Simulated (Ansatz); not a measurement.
InPd (CsCl type, Pm-3m) at seven volumes, the program Ansatz at the r²SCAN level (PAW), scaled uniformly. One row is withheld.

| V (Å³/atom) | P (GPa) |
|---|---|
| 15.865 | 16.16 |
| 16.388 | 9.73 |
| 16.911 | 4.40 |
| 17.434 | 0.00 |
| 17.957 | -3.63 |
| 18.480 | ? |
| 19.003 | -8.85 |

Problem. Fit the shown pressures and predict the withheld one.

Solution. P = (3/2)B₀(x^(7/2) − x^(5/2))[1 + (3/4)(B′ − 4)(x − 1)] with x = (V₀/V)^(2/3). Least squares on the six rows gives V₀ = 17.435 Å³/atom, B₀ = 131 GPa, B′ = 5.65. At V = 18.480, x = 0.9619 and P = -6.47 GPa. The run itself gave -6.55 GPa.

The r²SCAN relaxation kept the symmetry of its start; of distortions, only those at the zone centre were tested. No spin polarisation was allowed.

Potentials: the later of the program's two PAW sets.
